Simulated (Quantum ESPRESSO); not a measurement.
## Band energies of GeSe

```
GeSe
1.0
   11.03450     0.00000     0.00000
    0.00000     3.90463     0.00000
    0.00000     0.00000     4.37335
Ge Se
4 4
Direct
  0.12552   0.25000   0.10927
  0.87448   0.75000   0.89073
  0.37448   0.75000   0.60927
  0.62552   0.25000   0.39073
  0.85534   0.25000   0.49763
  0.14466   0.75000   0.50237
  0.64466   0.75000   0.99763
  0.35534   0.25000   0.00237
```

PBEsol (Quantum ESPRESSO, PseudoDojo norm-conserving, 86 Ry, scalar-relativistic); path ΓXSYΓZURTZ,YT,UX,SR; energies in eV from the valence-band maximum.

```csv
k (1/Å),point,band 56,band 57,band 58,band 59,band 60,band 61,band 62,band 63
0.00,Γ,-1.83,-1.47,-1.20,-0.83,-0.27,0.62,2.59,2.65
0.20,,-1.79,-1.64,-1.00,-0.80,-0.39,0.72,2.54,2.73
0.60,,-1.67,-1.40,-1.27,-0.96,-0.82,0.77,1.24,1.30
0.80,X,-1.87,-1.30,-1.30,-1.19,-1.19,1.07,1.07,1.13
1.04,,-2.30,-1.69,-1.69,-0.92,-0.92,0.97,0.97,2.05
1.28,,-2.93,-2.31,-2.31,-1.29,-1.29,2.10,2.10,3.55
1.52,S,-3.42,-2.20,-2.20,-1.58,-1.58,2.81,2.81,3.24
1.72,,-2.88,-2.32,-2.32,-1.32,-1.32,2.27,2.27,3.77
2.13,,-1.58,-0.75,-0.75,-0.42,-0.42,1.25,1.25,1.70
2.33,Y,-1.45,-0.98,-0.98,-0.44,-0.44,1.16,1.16,1.81
2.69,,-1.47,-1.46,-1.05,-0.50,-0.33,0.86,1.43,1.99
3.05,Γ,-1.83,-1.47,-1.20,-0.83,-0.27,0.62,2.59,2.65
3.05,Z,-2.05,-1.77,-1.77,-0.48,-0.48,2.32,2.32,2.34
3.37,,-2.08,-1.70,-1.70,-0.49,-0.49,1.92,1.92,2.73
3.69,,-2.09,-1.68,-1.68,-1.06,-1.06,1.10,1.10,1.69
3.85,U,-2.26,-1.44,-1.44,-1.44,-1.44,1.42,1.42,1.42
4.21,,-3.08,-1.58,-1.58,-1.58,-1.58,2.51,2.51,2.51
4.57,R,-3.99,-1.54,-1.54,-1.54,-1.54,2.52,2.52,2.52
4.73,,-3.57,-1.70,-1.70,-1.47,-1.47,2.44,2.44,2.87
5.05,,-2.54,-1.38,-1.38,-0.95,-0.95,2.47,2.47,2.66
5.37,T,-1.91,-0.60,-0.60,-0.58,-0.58,1.21,1.21,1.79
5.52,,-1.79,-1.17,-1.17,-0.20,-0.20,1.11,1.11,2.08
5.80,,-1.71,-1.43,-1.43,-0.70,-0.70,2.03,2.03,2.52
6.09,Z,-2.05,-1.77,-1.77,-0.48,-0.48,2.32,2.32,2.34
6.09,Y,-1.45,-0.98,-0.98,-0.44,-0.44,1.16,1.16,1.81
6.38,T,-1.91,-0.60,-0.60,-0.58,-0.58,1.21,1.21,1.79
6.38,U,-2.26,-1.44,-1.44,-1.44,-1.44,1.42,1.42,1.42
6.66,X,-1.87,-1.30,-1.30,-1.19,-1.19,1.07,1.07,1.13
6.66,S,-3.42,-2.20,-2.20,-1.58,-1.58,2.81,2.81,3.24
6.95,R,-3.99,-1.54,-1.54,-1.54,-1.54,2.52,2.52,2.52
```

The PBEsol gap is indirect, 0.61 eV, from 25 % of the way from Y to Γ to 75 % of the way from Y to Γ; the smallest direct gap is 0.83 eV. Another conduction extremum on the path lies within 0.02 eV, too close to call.

Spin-orbit splittings are left out.

Geometry relaxed with PBE+D3(BJ).

Letters of k points follow the standard setting of the lattice, whose axes may be ordered differently from the printed cell.
